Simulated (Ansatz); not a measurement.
**Ca3ZrN3: rattling a relaxed structure**

It was reached by relaxing an invented guess, and it needn't be the stable form of this composition.

The calculation used Ansatz, DFT PBE, scalar-relativistic, plane waves, PAW. Cutoff 420 eV; k points 6×6×6 on the computed 7-atom cell (Γ-centred); Gaussian smearing, width 0.10 eV; no spin polarisation.

The cell below (7 atoms, space group Pm-3m (No. 221)) is relaxed within its symmetry.

```xyz
7
Lattice="4.7948 0.0000 0.0000 0.0000 4.7948 0.0000 0.0000 0.0000 4.7948" Properties=species:S:1:pos:R:3 pbc="T T T"
Ca    0.0000    2.3974    2.3974
Ca    2.3974    0.0000    2.3974
Ca    2.3974    2.3974    0.0000
Zr    0.0000    0.0000    0.0000
N     2.3974    0.0000    0.0000
N     0.0000    2.3974    0.0000
N     0.0000    0.0000    2.3974
```

For the test it was strained at random (σ = 1.5 % a component), the atoms were moved at random (σ = 0.10 Å), and all was relaxed again on a coarse 4×4×4 mesh (in the run’s order of axes) with 0.20 eV smearing, with no symmetry imposed.

Task: Does it come back?

Result: It doesn't return. The energy falls by 39 meV/atom on that mesh, the volume changes by 4.2 %, and the end has space group R3m (No. 160) at a loose tolerance. Relaxed again on a 6×6×6 mesh with 0.10 eV smearing, the new structure lies 35 meV/atom below the first (mesh in the axes of the run's cell; the cell below is made exact in the group named). Space group R3m (No. 160), trigonal, a = 6.874 Å, c = 8.428 Å. Around Ca lie 4 N at 2.42–2.46 Å, 4 Zr at 3.28–3.60 Å and 8 Ca at 3.43–3.45 Å; Zr is surrounded by 3 N at 2.13 Å, 3 N at 2.75 Å and 12 Ca at 3.28–3.60 Å; N has 1 Zr at 2.13 Å, 4 Ca at 2.42–2.46 Å and 1 Zr at 2.75 Å.

```
Ca Zr N
1.0
     3.43692    1.98431    2.80920
    -3.43692    1.98431    2.80920
     0.00000   -3.96862    2.80920
Ca Zr N
3 1 3
Direct
  0.49575 0.99707 0.49575
  0.49575 0.49575 0.99707
  0.99707 0.49575 0.49575
  0.97290 0.97290 0.97290
  0.00058 0.53756 0.00058
  0.00058 0.00058 0.53756
  0.53756 0.00058 0.00058
```
